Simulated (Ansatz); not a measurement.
Computed with DFT PBE, scalar-relativistic, plane waves, PAW in Ansatz. All cells share a 420 eV cutoff and Γ-centred k meshes spaced at most about 0.3 Å⁻¹ (2π included). No spin polarisation in the final relaxations.

Temperature and zero-point effects are left out. All come from trial cells, and lower structures may exist.

Problem. Order these relaxed structures of GaB3As4 by energy, lowest first, with the energy over the lowest of them.
1.

```
CELL_PARAMETERS angstrom
5.05594 0.00000 0.00000
0.00000 5.05594 0.00000
0.00000 0.00000 5.05594
ATOMIC_POSITIONS crystal
Ga 0.50000 0.50000 0.50000
B 0.50000 0.00000 0.00000
B 0.00000 0.00000 0.50000
B 0.00000 0.50000 0.00000
As 0.76643 0.23357 0.76643
As 0.76643 0.76643 0.23357
As 0.23357 0.23357 0.23357
As 0.23357 0.76643 0.76643
```

2.

```
CELL_PARAMETERS angstrom
-2.52627 2.52627 5.01846
2.52627 -2.52627 5.01846
2.52627 2.52627 -5.01846
ATOMIC_POSITIONS crystal
Ga 0.50000 0.50000 0.00000
B 0.00000 0.00000 0.00000
B 0.25000 0.75000 0.50000
B 0.75000 0.25000 0.50000
As 0.64116 0.64116 0.54930
As 0.09186 0.09186 0.45070
As 0.90814 0.35884 0.00000
As 0.35884 0.90814 0.00000
```

Solution. 2 (0 meV/atom), 1 (51 meV/atom). Forms: 2 Ga and B ordered on zinc blende sites, I-42m; 1 Ga and B ordered on zinc blende sites, P-43m. Counting As atoms around B and Ga (those within 1.25 times the shortest such distance or 1.15 times the sum of covalent radii): cell 2 has Ga 4, B 4; cell 1 has Ga 4, B 4.

Cells relaxed within their symmetry can be saddle points. Some types were kept out of the candidates beforehand, so the set may lack a known form.
